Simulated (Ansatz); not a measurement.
What DFT gives for ScPd

```
CELL_PARAMETERS angstrom
3.23894 0.00000 0.00000
0.00000 3.23894 0.00000
0.00000 0.00000 3.23894
ATOMIC_POSITIONS crystal
Pd 0.00000 0.00000 0.00000
Sc 0.50000 0.50000 0.50000
```

Single point in Ansatz 0.2.0 with r2SCAN, no spin polarisation. Cutoff 500 eV, PAW datasets, 8×8×8 Γ-centred k mesh, methfessel-paxton filling (width 0.0649 eV).

Task: Which element gives electrons and which takes them?

Result: Bader charges in e: Sc +1.59, Pd -1.59. In the mean Sc gives up most and Pd takes most.

Task: Is the cell too large or too small?

Result: The pressure is 7.0 GPa (compression positive), so with the atoms held at these fractions the cell would first expand.

Task: Describe some of the short contacts.

Result: Pd–Sc at 2.81 Å: least valence density 0.21 e/Å³ and ELF 0.14 there. Pd–Pd at 3.24 Å: least valence density 0.20 e/Å³ and ELF 0.34 there. Sc–Sc at 3.24 Å: least valence density 0.11 e/Å³ and ELF 0.13 there. Both are smooth PAW fields, read partly inside the augmentation spheres.

Task: What happens at the Fermi level?

Result: It is a metal, with about 1.5 states/eV a cell as the mean within 0.25 eV of the Fermi level, mostly Sc d (61 %) and Pd d (14 %).

Origin: a database entry at a rescaled volume.
